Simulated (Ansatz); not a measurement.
# TlSn: moving Sn off its site

TlSn, P4/mmm, a = 3.615 Å, c = 4.375 Å (as given, not relaxed at this level: 0.1 GPa). The structure is a COD entry; whether it is the stable form wasn't checked. Ansatz: r2SCAN, PAW, 500 eV, Γ-centred 14×14×12 mesh on 2 atoms, Gaussian smearing 0.15 eV; no spin polarisation.

```
CELL_PARAMETERS angstrom
3.61473 0.00000 0.00000
0.00000 3.61473 0.00000
0.00000 0.00000 4.37500
ATOMIC_POSITIONS crystal
Tl 0.00000 0.00000 0.00000
Sn 0.50000 0.50000 0.50000
```

Atom 2 (Sn) moves by x along the unit vector (0.000, 0.000, -1.000), with its periodic images; all else is held. y is the free energy of the cell over the start, F the force along the path summed over the moved atoms. Symmetry makes y even in x.

```tsv
x (Å)	y (meV)	F (eV/Å)
-0.200	?	?
-0.100	11.08	0.22
0.000	0.00	0.00
0.050	2.74	-0.11
0.075	6.20	-0.17
0.125	17.42	-0.28
0.150	25.25	-0.34
0.175	34.60	-0.40
```

Fit y = c2 x² + c4 x⁴ to the energies of the other rows, give the force constant, and predict energy and force of the missing row.

Least squares on the rows shown. y = 1098.3 x² + 1035.6 x⁴. The force constant is 2 c2 = 2.20 eV/Å² (for all images moving together, not for a lone atom). The force −dy/dx at the missing row is 0.47 eV/Å (computed 0.47). At x = -0.200 the fit asked for gives 45.59 meV. The run gave 45.49 meV, so the fit is 0.10 meV too high, a small miss on the scale of the series.

Spin–orbit coupling is left out, which can shift energies with elements as heavy as these.